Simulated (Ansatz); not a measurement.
RuW:
```
RuW
1.0
    0.00000     2.53735     2.53735
    2.53735     0.00000     2.53735
    2.53735     2.53735     0.00000
Ru W
1 1
Direct
  0.00000   0.00000   0.00000
  0.50000   0.50000   0.50000
```

Relaxed with PBEsol. Special points in fractions of this cell's reciprocal vectors: Γ (0.000, 0.000, 0.000); X (0.500, 0.000, 0.500); U (0.625, 0.250, 0.625); K (0.375, 0.375, 0.750); L (0.500, 0.500, 0.500); W (0.500, 0.250, 0.750).

Problem. List the band energies nearest the Fermi level at these points for PBEsol with spin–orbit coupling in the plane-wave PAW code Ansatz.

Solution. In eV from the Fermi level; about four levels below and three above (degenerate sets whole), none deeper than 8.9 eV; points with the same levels are listed once.

```tsv
k	below	above
Γ	-4.90 -4.90 -4.90 -4.90 -4.68 -4.68	2.89 2.89 2.89 2.89
X	-0.96 -0.96 -0.85 -0.85	1.07 1.07 1.41 1.41
U	-3.22 -3.22 -1.57 -1.57	0.32 0.32 1.13 1.13
L	-1.44 -1.44 -1.27 -1.27	0.40 0.40 0.80 0.80
W	-1.04 -1.04 -0.99 -0.99	1.11 1.11 1.43 1.43
```

Space group Fm-3m (rock salt). The start of the workflow was typed in or built on a structure type; neither database checked (COD, Materials Project) lists it. Its standing as an ambient phase is unchecked. The cell was relaxed with PBEsol under the symmetry of its start; its stability against distortions is not shown here. The run is not spin-polarised. Its formation energy is positive at this level, so the cell may be metastable or incomplete.

Potentials: the later of the program's two PAW sets.
